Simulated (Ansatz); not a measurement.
# Cs₂HfAg₆: reading a single point

```yaml
crystal:
  lattice:
    - [0.00000, 4.93516, 4.93516]
    - [4.93516, 0.00000, 4.93516]
    - [4.93516, 4.93516, 0.00000]
  atoms:
    - { symbol: Ag, position: [0.75630, 0.24370, 0.24370] }
    - { symbol: Ag, position: [0.24370, 0.75630, 0.24370] }
    - { symbol: Ag, position: [0.24370, 0.75630, 0.75630] }
    - { symbol: Ag, position: [0.75630, 0.24370, 0.75630] }
    - { symbol: Ag, position: [0.24370, 0.24370, 0.75630] }
    - { symbol: Ag, position: [0.75630, 0.75630, 0.24370] }
    - { symbol: Hf, position: [0.00000, 0.00000, 0.00000] }
    - { symbol: Cs, position: [0.25000, 0.25000, 0.25000] }
    - { symbol: Cs, position: [0.75000, 0.75000, 0.75000] }
```

The numbers come from plane-wave PAW DFT (Ansatz): r2SCAN, no spin polarisation, 500 eV, 6×6×6 Γ-centred k points, fermi-dirac occupations (width 0.0562 eV). Nothing was relaxed.

Question: What happens at the Fermi level?

Answer: It is a metal, with about 4.1 states/eV a cell as the mean within 0.25 eV of the Fermi level, mostly Ag s (63 %) and Hf d (19 %).

Question: Is it stable against the elements?

Answer: 0.92 eV an atom against the elements' usual phases (free molecules for gases, crystals otherwise, with no correction for O₂ or N₂), so at this geometry it isn't bound against them. Relaxing would lower it.

Question: Which atom feels the largest force, and which way?

Answer: The largest is on Ag1 (and as large on other atoms): 3.48 eV/Å, components (3.48, 0.00, 0.00). It makes 180° with the line to a nearest neighbour, Hf7 at 2.41 Å, pointing away from it.

Question: What does the stress say?

Answer: The pressure is 12.6 GPa (compression positive), so with the atoms held at these fractions the cell would first expand; the forces are large, so a full relaxation may end otherwise.

Question: Give the Bader charges.

Answer: Bader charges in e: Cs +0.63, Hf +1.71, Ag -0.50. In the mean Hf gives up most and Ag takes most.

Question: Describe some of the short contacts.

Answer: Ag–Hf at 2.41 Å: least valence density 0.61 e/Å³ and ELF 0.26 there. Cs–Ag at 3.49 Å: least valence density 0.09 e/Å³ and ELF 0.07 there. These are pseudo-fields; inside the PAW spheres they differ from the all-electron ones.

Origin: a known structure type with other elements, at an estimated volume, so it need not be a known compound. Caveats: atoms or cell far from equilibrium.
